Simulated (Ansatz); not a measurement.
Al:
```
Al
1.0
    2.81960     0.00000     0.00000
   -1.40980     2.44185     0.00000
    0.00000     0.00000     4.59406
Al
2
Direct
  0.66667   0.33333   0.75000
  0.33333   0.66667   0.25000
```

Relaxed with r²SCAN+D4. Special points in fractions of this cell's reciprocal vectors: Γ (0.000, 0.000, 0.000); M (0.500, 0.000, 0.000); K (0.333, 0.333, 0.000); A (0.000, 0.000, 0.500); L (0.500, 0.000, 0.500); H (0.333, 0.333, 0.500).

Problem. List the band energies nearest the Fermi level at these points for DFT-r²SCAN+D4 in the program Ansatz with PAW potentials.

Solution. In eV from the Fermi level; about four levels below and three above (degenerate sets whole), none deeper than 8.9 eV; … stands for higher levels left out; points with the same levels are listed once.

```tsv
k	below	above
Γ	-5.22 -4.61	11.61 11.61 11.79 11.79
M	-5.78 -5.77	0.56 1.34 1.35
K	-3.73 -3.73 -3.68	2.56 2.56 2.74
A	–	3.75 3.75 …
L	-4.44 -4.44 -3.45 -3.45	7.72 7.72 …
H	-1.93 -1.93 -0.84 -0.84	…
```

Space group P6_3/mmc (hcp (Mg type)). The workflow started from a Materials Project entry (that database holds measured and hypothetical structures alike); the Crystallography Open Database copy checked does not list it. It is not the phase usual at ambient conditions (space group No. 225). Symmetry was held in the r²SCAN+D4 relaxation; whether a distortion lowers the energy is not shown. The pairwise dispersion correction was not fitted to metals.

Potentials: the later of the program's two PAW sets.
